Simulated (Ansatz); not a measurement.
Values for one crystal, relaxed and computed with PBEsol (plane waves, PAW; program Ansatz); other levels are named.

| Property | Value |
|---|---|
| Volume per atom | 20.37 Å³ |
| Electronic character | no gap, with almost no states at the Fermi level (zero-gap or semimetallic) |
| Elastic constants (relaxed ions, GPa) | C11 = 136, C12 = 27.0, C44 = 52.9 |
| Pressure derivative B′ | 4.3 |
| HSE06 gap on the PBEsol cell | 0.48 eV (a hybrid on a coarse mesh can open a false gap in a semimetal) |
| Bulk modulus (Birch–Murnaghan fit) | 63.1 GPa |
| Density of states at the Fermi level | 0.00 states/eV per atom (mean over ±0.08 eV) |

### Question
Which compound is it?
A. LaTiO3, cubic perovskite
B. Ca3GeO, anti-perovskite
C. Ge2Pt, MoSi2 or CaC2 type
D. ZrGe2, Cmcm (Zr on 4c, Ge on 4c, Ge on 4c)

### Answer
B, Ca3GeO, anti-perovskite

Space group Pm-3m (anti-perovskite). The workflow started from an entry of the Crystallography Open Database (COD), which files this formula under 2 space groups. Whether it is the stable phase at ambient conditions was not checked. Symmetry was held in the PBEsol relaxation; its stability against distortions is not shown here. As this level gives no gap, shear constants depend on the k-mesh and smearing (Fermi–Dirac, 0.1 eV here). Spin–orbit coupling is left out wherever it is not named.

Potentials: the later of the program's two PAW sets.
